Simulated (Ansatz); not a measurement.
The elements of this relaxed trial crystal are hidden behind letters.

```
lattice vectors (Å)
   1.7268    0.9970    6.2920
  -1.7268    0.9970    6.2920
   0.0000   -1.9939    6.2920
fractional positions
X 0.3994 0.3994 0.3994
X 0.6006 0.6006 0.6006
Z 0.0000 0.5000 0.0000
Z 0.0000 0.0000 0.5000
Z 0.5000 0.0000 0.0000
```

These are results of DFT PBE, scalar-relativistic, plane waves, PAW in Ansatz, not measurements. The final run on the 5-atom cell used 420 eV, a Γ-centred 12×12×12 mesh, 0.10 eV smearing and no spin polarisation.

| Quantity | Value |
| --- | --- |
| Space group | R-3m (No. 166) |
| Conventional cell | a = 3.454 Å, c = 18.876 Å |
| Volume per atom | 13.00 Å³ |
| Density | 5.49 g/cm³ |
| Formation energy | −0.14 eV/atom |
| Gap on the 12×12×12 mesh of the 5-atom cell | 0 eV (a metal) |

Energies are uncorrected and count from the elements' standard states at the same level.

Question: X is a d-block element of period 5 and Z is a p-block element of period 2. Which elements are they?

Answer: X = Zr, Z = B, so the formula is Zr2B3. Density times volume gives a mean mass of 5.49 × 13.00/1.6605 = 43.0 u per atom, and this set has 43.0 u. Among the elements that the hints allow, noble gases aside, only these give it. Zr has 6 B at 2.57 Å and 3 Zr at 3.19 Å; B is surrounded by 4 B at 1.73 Å and 4 Zr at 2.57 Å.

This cell was reached by moving the atoms of another relaxed cell at random and relaxing again, last within the group found; it had no such test of its own. Another cell of Zr2B3 relaxed alike, in P-1, lies 0.41 eV/atom lower, so this cell isn't the stable form at this level.
